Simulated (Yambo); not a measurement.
Yambo run on Ba2ZnN2 (space group I4/mmm, No. 139). The wavefunctions come from this Quantum ESPRESSO step (PBEsol, PseudoDojo standard norm-conserving files, scalar-relativistic):

```
&CONTROL
  calculation = 'nscf'
  pseudo_dir = './pseudo'
  outdir = './out'
/
&SYSTEM
  ibrav = 0
  nat = 5
  ntyp = 3
  ecutwfc = 84.0
  ecutrho = 336.0
  occupations = 'fixed'
  force_symmorphic = .true.
  nbnd = 170
/
&ELECTRONS
  conv_thr = 5e-09
  diago_full_acc = .true.
  diago_thr_init = 1e-08
/
ATOMIC_SPECIES
N 14.0070 N.upf
Zn 65.3800 Zn.upf
Ba 137.3270 Ba.upf
CELL_PARAMETERS angstrom
 -2.098375000000   2.098375000000   6.491870000000
  2.098375000000  -2.098375000000   6.491870000000
  2.098375000000   2.098375000000  -6.491870000000
ATOMIC_POSITIONS crystal
N   0.859290000000   0.859290000000  -0.000000000000
N   0.140710000000   0.140710000000   0.000000000000
Zn   0.000000000000   0.000000000000   0.000000000000
Ba   0.654720000000   0.654720000000  -0.000000000000
Ba   0.345280000000   0.345280000000  -0.000000000000
K_POINTS automatic
4 4 4 0 0 0
```

Yambo input:

```
rim_cut
gw0
dyson
el_el_corr
HF_and_locXC
ppa
em1d
RandQpts= 1000000
RandGvec= 1 Ry
EXXRLvcs= 84 Ry
VXCRLvcs= 336 Ry
Chimod= "HARTREE"
% BndsRnXp
 5 | 168 |
%
NGsBlkXp= 7 Ry
% LongDrXp
 1.0 | 1.0 | 1.0 |
%
PPAPntXp= 27.2114 eV
% GbndRnge
 1 | 168 |
%
GTermKind= "BG"
DysSolver= "n"
ExtendOut
% QPkrange
 1 | 1 | 25 | 26 |
 3 | 3 | 25 | 26 |
 6 | 6 | 25 | 26 |
 8 | 8 | 25 | 26 |
 13 | 13 | 25 | 26 |
%
```

k points by index: 1 = Γ, 3 = X, 6 = N, 8 = P, 13 = Z.

Resulting energies as the program prints them:

```
#    K-point    Band    Eo [eV]    E [eV]    E-Eo [eV]    Vxc [eV]    Vnlxc [eV]    Sc|Eo [eV]    Sc|E [eV]    dSc/dw|Eo [eV]    Re(Z)    Im(Z)
#
    1    25    0.000000    -0.229862    -0.229862    -16.44528    -19.61294    2.863914    2.937803    -8.742597    0.756836    -0.001608
    1    26    0.838622    1.142305    0.303683    -12.88479    -9.477145    -3.030277    -3.103964    -6.600763    0.804779    -0.001284
    3    25    -0.077661    -0.380792    -0.303131    -15.91721    -19.06295    2.747680    2.842604    -8.517732    0.761599    -0.001595
    3    26    0.478013    0.720413    0.242400    -10.33820    -7.284118    -2.752152    -2.811683    -6.680632    0.802882    -0.001381
    6    25    -1.005321    -1.373673    -0.368353    -15.54849    -19.12856    3.093137    3.211715    -8.756060    0.756551    -0.001839
    6    26    1.644066    1.916749    0.272683    -9.777941    -5.883219    -3.557331    -3.622039    -6.454616    0.808273    -0.001365
    8    25    -0.138760    -0.432832    -0.294072    -16.02296    -19.15397    2.744294    2.836938    -8.569177    0.760504    -0.001605
    8    26    1.026520    1.334607    0.308088    -10.63660    -7.211606    -3.040717    -3.116910    -6.727711    0.801769    -0.001381
    13    25    -0.182691    -0.414126    -0.231435    -16.48760    -19.73193    2.937976    3.012887    -8.803129    0.755564    -0.001624
    13    26    1.053053    1.229949    0.176896    -8.842041    -4.759418    -3.866446    -3.905727    -6.038606    0.818386    -0.001199
```
(The two width columns are left out.) Convergence of these settings isn't established.

Geometry of the Materials Project entry, not relaxed at this level.
